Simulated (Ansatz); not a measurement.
ZrTiSe4 (P2/m): electronic heat capacity and spin susceptibility from the density of states

Level of theory: Ansatz, DFT PBEsol, scalar-relativistic, plane waves, PAW.

Cutoff 420 eV; k points 6×10×6 on the computed 6-atom cell (Γ-centred); Gaussian smearing, width 0.10 eV; no spin polarisation.

Relaxed cell: P2/m, a = 6.014 Å, b = 3.603 Å, c = 6.248 Å, α = 90.00°, β = 90.02°, γ = 90.00°, 6 atoms in the primitive cell. Whether it is the stable form of this composition wasn't checked.

The density of states at the Fermi level is 0.903 states/eV in the cell of 6 atoms (1 formula unit; both spins, tetrahedra on a 9×15×9 mesh). Averaged over bins of 0.1 eV the density runs from 0.8 to 2.1 states/eV within 0.2 eV of the Fermi level, so the figure hangs on the exact place of that level.

What Sommerfeld coefficient and Pauli susceptibility does this give?

Per formula unit N(E_F) = 0.903 states/eV. γ = (π²/3) k_B² N(E_F) N_A = 2.357 mJ/(mol K²) per state/eV, so γ = 2.1 mJ/(mol K²), a mole of formula units. χ_P = μ_B² N(E_F) N_A = 3.23×10⁻⁵ emu/mol per state/eV gives 2.9×10⁻⁵ emu/mol. This is the bare band result: a measured γ of the same phase is as a rule larger by a factor 1 + λ from phonons and spin fluctuations, the spin part of χ is larger by the Stoner factor, and a measured χ also holds orbital and core terms. N(E_F) at one energy is sensitive to the mesh where the density of states has sharp peaks.

The cell holds layers, and where no dispersion correction was added their binding is poorly described.

A ferromagnetic start lost its moments in a first run, so spin was left out; other magnetic orders weren't tried.

Cost: 1 run of about 3.8 core-minutes, on Arm Neoverse V2 (shared hosts).